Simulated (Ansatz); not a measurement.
**CdF$_{2}$ in Ansatz, vacancy hop by nudged elastic band**

Launch command:

```bash
ansatz run input.yaml --threads 4 --pin off --max-ram 8192MiB --backend cpu --events-out ev --progress --plain --runs-dir out
```

The input file (Ansatz 0.2.0, plane waves):

```yaml
crystal:
  lattice:
    - [0.0, 5.393766, 5.393766]
    - [5.393766, 0.0, 5.393766]
    - [5.393766, 5.393766, 0.0]
  atoms:
    - { symbol: Cd, position: [-0.00108207, 0.0019924, 0.00333481] }
    - { symbol: F, position: [0.12398386, 0.11962857, 0.12813806] }
    - { symbol: F, position: [0.3707683, 0.37632655, 0.37650542] }
    - { symbol: Cd, position: [0.00313028, 0.0026785, 0.49728764] }
    - { symbol: F, position: [0.12764909, 0.12320047, 0.61640971] }
    - { symbol: F, position: [0.37653993, 0.37402373, 0.87509358] }
    - { symbol: Cd, position: [0.00044805, 0.49952724, 0.00501769] }
    - { symbol: F, position: [0.12778695, 0.62912281, 0.12684575] }
    - { symbol: F, position: [0.37395514, 0.8761085, 0.37116685] }
    - { symbol: F, position: [0.12440202, 0.62477021, 0.62330506] }
    - { symbol: F, position: [0.3766295, 0.87310482, 0.87247503] }
    - { symbol: Cd, position: [0.50193088, 0.00014815, -0.00290999] }
    - { symbol: F, position: [0.62420129, 0.12450549, 0.12331563] }
    - { symbol: F, position: [0.87874159, 0.36923296, 0.37524987] }
    - { symbol: Cd, position: [0.50242293, -0.00022619, 0.49313641] }
    - { symbol: F, position: [0.62419995, 0.12082872, 0.62940966] }
    - { symbol: F, position: [0.87856292, 0.37688676, 0.87624541] }
    - { symbol: Cd, position: [0.50186351, 0.49562743, 0.00272425] }
    - { symbol: F, position: [0.62201904, 0.62679058, 0.12467984] }
    - { symbol: F, position: [0.87470655, 0.87392618, 0.37341577] }
    - { symbol: Cd, position: [0.49808168, 0.50079973, 0.49953523] }
    - { symbol: F, position: [0.62802346, 0.6234293, 0.62653143] }
    - { symbol: F, position: [0.87957964, 0.87460312, 0.87337285] }
kpoints:
  mp_grid: { grid: [2, 2, 2] }
magnetization:
  spin_polarized: false
scf:
  occupations: { method: fermi_dirac, width: 0.1 }
hamiltonian:
  pseudopotentials: { kind: paw }
  xc: pbe
basis:
  ecutwfc: 420
neb:
  images: 3
  relax_end_points: true
  climbing: true
  f_tol: 0.05
  max_iterations: 40
  order_check: false
  final_atoms:
    - { symbol: Cd, position: [-0.00108207, 0.0019924, 0.00333481] }
    - { symbol: F, position: [0.12398386, 0.11962857, 0.12813806] }
    - { symbol: F, position: [0.3707683, 0.37632655, 0.37650542] }
    - { symbol: Cd, position: [-0.00233941, 0.50138312, 0.49735623] }
    - { symbol: F, position: [0.12764909, 0.12320047, 0.61640971] }
    - { symbol: F, position: [0.37653993, 0.37402373, 0.87509358] }
    - { symbol: Cd, position: [0.00044805, 0.49952724, 0.00501769] }
    - { symbol: F, position: [0.12778695, 0.62912281, 0.12684575] }
    - { symbol: F, position: [0.37395514, 0.8761085, 0.37116685] }
    - { symbol: F, position: [0.12440202, 0.62477021, 0.62330506] }
    - { symbol: F, position: [0.3766295, 0.87310482, 0.87247503] }
    - { symbol: Cd, position: [0.50193088, 0.00014815, -0.00290999] }
    - { symbol: F, position: [0.62420129, 0.12450549, 0.12331563] }
    - { symbol: F, position: [0.87874159, 0.36923296, 0.37524987] }
    - { symbol: Cd, position: [0.50242293, -0.00022619, 0.49313641] }
    - { symbol: F, position: [0.62419995, 0.12082872, 0.62940966] }
    - { symbol: F, position: [0.87856292, 0.37688676, 0.87624541] }
    - { symbol: Cd, position: [0.50186351, 0.49562743, 0.00272425] }
    - { symbol: F, position: [0.62201904, 0.62679058, 0.12467984] }
    - { symbol: F, position: [0.87470655, 0.87392618, 0.37341577] }
    - { symbol: Cd, position: [0.49808168, 0.50079973, 0.49953523] }
    - { symbol: F, position: [0.62802346, 0.6234293, 0.62653143] }
    - { symbol: F, position: [0.87957964, 0.87460312, 0.87337285] }
```

Origin of the cell: a database entry, scaled a little.

The cell is 2×2×2 cells of CdF2 with one Cd taken out; atom 4 (Cd) hops into the empty site, 3.78 Å away before the end points are relaxed. All atoms were shaken by about 0.02 Å first.

Output (shortened):

```
Warning: neb: disabling space-group detection — the band's intermediate images generally break the endpoint symmetry, so no spatial operation reduces the k-mesh or symmetrises the density, ex […]
Pseudopotentials: kind: paw
Pseudopotential: Cd, paw, valence charge 20, recommended cutoff 420 eV (normal), Cd.paw.azcp
Pseudopotential: F, paw, valence charge 7, recommended cutoff 420 eV (normal), F.paw.azcp
Functional definition: PBE
  exchange = pbe_x(kappa = kappa, mu = beta*pi^2/3)
  correlation = pbe_c(beta = beta)
parallel-image band execution: 2 concurrent image workers
NEB image 0
Crystal: 23 atoms, lattice volume = 313.839 Å³
Basis set: ecut = 420 eV, 6183 PW (Γ), exchange–correlation on 108×108×108 points (8 copies of the dense FFT grid, shifted against one another)
Bands: 152, of which v1, the nominal top of the filled ones, is band 126 counted from 1 (125 counted from 0)
[… 6 lines left out …]
Initial density: superposition of atomic densities (neutral atoms: chi_scale 0, normalization atom), corrected by the library's trained network
Functional: x = pbe(κ = 0.804, μ = 0.219515), c = pbe(β = 0.066725)
SCF iter   1: F=—  HF=-70714.717597 eV  Δρ=5.22e-3  dr2=1.23e-1  defer=76
SCF iter   2: F=—  HF=-70714.710709 eV  Δρ=2.23e-3  dr2=2.58e-2  defer=142
SCF iter   3: F=—  HF=-70714.706793 eV  Δρ=1.10e-3  dr2=3.07e-3  defer=142
[… 4 lines left out …]
SCF iter   8: F=—  HF=-70714.706754 eV  Δρ=1.01e-5  dr2=4.12e-7  defer=142
SCF iter   9: F=—  HF=-70714.706754 eV  Δρ=5.01e-6  dr2=1.04e-7  defer=142
SCF iter  10: F=-70714.706754 eV  HF=-70714.706754 eV  Δρ=2.94e-6  dr2=2.93e-8
NEB iter   1: max|band force component| = 4.252e1 eV/Å  barrier→ = 16.8729 eV  barrier← = 16.8729 eV  Δτ_max = 0.1968 Å  (57 SCF iters)
NEB iter   2: max|band force component| = 1.425e1 eV/Å  barrier→ = 5.7677 eV  barrier← = 5.7677 eV  Δτ_max = 0.0991 Å  (36 SCF iters)
NEB iter   3: max|band force component| = 7.650e0 eV/Å  barrier→ = 3.5833 eV  barrier← = 3.5833 eV  Δτ_max = 0.1117 Å  (30 SCF iters)
NEB iter   4: max|band force component| = 3.103e0 eV/Å  barrier→ = 2.4151 eV  barrier← = 2.4151 eV  Δτ_max = 0.0758 Å  (30 SCF iters)
NEB iter   5: max|band force component| = 1.189e0 eV/Å  barrier→ = 2.0955 eV  barrier← = 2.0955 eV  Δτ_max = 0.0456 Å  (28 SCF iters)
NEB iter   6: max|band force component| = 3.299e-1 eV/Å  barrier→ = 2.0262 eV  barrier← = 2.0262 eV  CI = image 2  Δτ_max = 0.0179 Å  (25 SCF iters)
NEB iter   7: max|band force component| = 4.748e-2 eV/Å  barrier→ = 2.0172 eV  barrier← = 2.0172 eV  CI = image 2  Δτ_max = 0.0051 Å  (25 SCF iters)
NEB iter   8: max|band force component| = 1.830e-2 eV/Å  barrier→ = 2.0159 eV  barrier← = 2.0159 eV  CI = image 2  Δτ_max = 0.0000 Å  (8 SCF iters)
--- NEB band (5 images, 8 band iterations, 239 SCF iterations, 64 more in tests of the images' electronic states and relaxations of end points) ---
  forward barrier  = 2.015851 eV
  backward barrier = 2.015851 eV
  lagrangian_above_aufbau_ev (what the smearing adds, to first order; not taken off the barriers): saddle image -0.343864 eV, end points -0.304014 and -0.304005 eV
  climbing image's point = of an order that was not read
  energies are F+E_penalty+E_count in eV, relative to image 0
  image     s (Å)  Δ vs image 0  max|band force component| (eV/Å)
      0    0.0000      0.000000                                 —
      1    1.1980      0.724025                          1.830e-2
  *   2    2.3988      2.015851                          1.733e-2
      3    3.5995      0.724143                          1.826e-2
      4    4.7974     -0.000001                                 —
```

The converged band:

```
image  path over all atoms (Å)  ΔF (eV)  Cd x     y  z (Å)
    0                     0.00    0.000  2.69  2.70   0.00
    1                     1.20    0.724  3.26  2.70   0.57
    2                     2.40    2.016  4.04  2.70   1.35
    3                     3.60    0.724  4.82  2.70   2.13
    4                     4.80    0.000  5.39  2.70   2.70
```

Highest image (2), forces in eV/Å:

```xyz
23
Lattice="0.000 5.394 5.394 5.394 0.000 5.394 5.394 5.394 0.000" Properties=species:S:1:pos:R:3:forces:R:3 pbc="T T T" image=2
Cd    0.082    0.291   -0.087    0.000   -0.016    0.000
F     1.441    1.353    1.467    0.007   -0.003    0.006
F     3.922    4.044    3.948   -0.006    0.003   -0.007
Cd    4.042    2.698    1.347    0.003    0.000   -0.003
F     4.041    4.684    1.350   -0.001   -0.009    0.001
F     6.737    6.641    4.046    0.000    0.006    0.000
Cd    2.603   -0.287    2.785    0.001    0.017    0.000
F     3.922    1.353    3.947   -0.006   -0.003   -0.007
F     6.836    4.043    6.860    0.007    0.003    0.006
F     6.737    3.875    4.046    0.000    0.003    0.000
F     9.433    6.948    6.743   -0.001    0.004    0.000
Cd    0.067    2.698    2.770    0.002    0.000    0.001
F     1.343    4.150    4.046    0.000   -0.006    0.000
F     4.039    6.107    6.742   -0.001    0.009    0.001
Cd    2.603    5.684    2.785    0.001   -0.017   -0.001
F     4.158    6.747    4.145    0.006   -0.002    0.008
F     6.638    9.437    6.625   -0.008    0.002   -0.006
Cd    2.619    2.698    5.322   -0.001    0.000   -0.002
F     4.040    3.842    6.743    0.000   -0.005    0.001
F     6.737    6.915    9.440    0.000   -0.003    0.000
Cd    5.476    5.106    5.306    0.000    0.016    0.000
F     6.637    6.747    6.625   -0.009   -0.002   -0.006
F     9.551    9.437    9.539    0.006    0.002    0.009
```

Barrier of this path: 2.02 eV forwards, 2.02 eV backwards, after 8 band iterations.

Caveats: no spin, though holes on the anions or broken bonds may carry moments; the k mesh is coarse if the cell is a metal; a small cell with a neutral vacancy and no spin, whose shape can make like sites unlike; the cell is held at a rescaled volume, and strain moves barriers; the hop was drawn among near neighbours and need not be the easiest path; few images and a loose tolerance, and neither the top nor the ends were tested for their order.

The run took 4.7 min on 4 threads of Intel(R) Xeon(R) Platinum 8259CL CPU @ 2.50GHz (Skylake/Cascade Lake), with other jobs on the host, peak memory 1.9 GiB, from the program's own first density.
